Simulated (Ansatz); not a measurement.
InAs:
```yaml
crystal:
  lattice:
    - [4.29439, 0.00000, 0.00000]
    - [-2.14720, 3.71905, 0.00000]
    - [0.00000, 0.00000, 7.05647]
  atoms:
    - { symbol: In, position: [0.66667, 0.33333, 0.50053] }
    - { symbol: In, position: [0.33333, 0.66667, 0.00053] }
    - { symbol: As, position: [0.66667, 0.33333, 0.87497] }
    - { symbol: As, position: [0.33333, 0.66667, 0.37497] }
```

Relaxed with PBEsol. Special points in fractions of this cell's reciprocal vectors: Γ (0.000, 0.000, 0.000); M (0.500, 0.000, 0.000); K (0.333, 0.333, 0.000); A (0.000, 0.000, 0.500); L (0.500, 0.000, 0.500); H (0.333, 0.333, 0.500).

Q: List the band energies nearest the Fermi level at these points for DFT-PBEsol in the program Ansatz with PAW potentials.

A: In eV from the Fermi level; about four levels below and three above (degenerate sets whole), none deeper than 8.9 eV; points with the same levels are listed once.

| k | below | above |
|---|---|---|
| Γ | -0.37 -0.10 0.00 0.00 | 0.61 3.70 3.70 |
| M | -3.46 -2.31 -1.96 -1.02 | 1.53 1.99 3.54 |
| K | -3.81 -2.54 -2.54 -2.31 | 2.43 4.04 4.04 |
| A | -0.58 -0.58 -0.58 -0.58 | 1.16 1.16 4.34 4.34 4.34 4.34 |
| L | -1.85 -1.85 -1.76 -1.76 | 1.31 1.31 3.06 3.06 |
| H | -3.19 -3.19 -1.47 -1.47 | 2.05 2.05 4.48 4.48 |

Space group P6_3mc (wurtzite). The first step of the workflow began from a Materials Project structure, measured or hypothetical; the Crystallography Open Database copy checked does not list it. It is not the phase usual at ambient conditions (space group No. 216). The cell was relaxed with PBEsol under the symmetry of its start; of distortions, only those at the zone centre were tested. The Fermi level of a semimetal is unsure by some 0.05 eV on such meshes. Scalar-relativistic: spin–orbit coupling is off unless named, which matters more the heavier the elements.

Potentials: the later of the program's two PAW sets.
